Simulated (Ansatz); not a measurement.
Here is the system:

LaB2C2:
```xyz
10
Lattice="5.3413 0.0000 0.0000 0.0000 5.3413 0.0000 0.0000 0.0000 3.8907" Properties=species:S:1:pos:R:3 pbc="T T T"
La     0.0000     0.0000     0.0000
La     2.6707     2.6707     0.0000
B      1.9384     4.6091     1.9454
B      0.7323     1.9384     1.9454
B      3.4029     0.7323     1.9454
B      4.6091     3.4029     1.9454
C      0.8634     3.5341     1.9454
C      1.8072     0.8634     1.9454
C      4.4779     1.8072     1.9454
C      3.5341     4.4779     1.9454
```

This is the LDA-relaxed structure.

Task: All from DFT-LDA in the program Ansatz with PAW potentials, unless another level is named. Give the electronic character.

Result: metallic (no gap).

Task: Next, the formation energy from the elements (no fitted shifts)?

Result: -0.48 eV/atom.

Task: And the density of states at the Fermi level?

Result: 0.19 states/eV per atom (mean over ±0.08 eV).

Space group P4/mbm. The workflow started from an entry of the Crystallography Open Database (COD), which files this formula under 2 space groups. Whether it is the stable phase at ambient conditions was not checked. The cell was relaxed with LDA under the symmetry of its start; of distortions, only those at the zone centre were tested. The references are the lowest solids computed at this level, not always the standard phases. Spin–orbit coupling is left out wherever it is not named.

Potentials: the later of the program's two PAW sets.
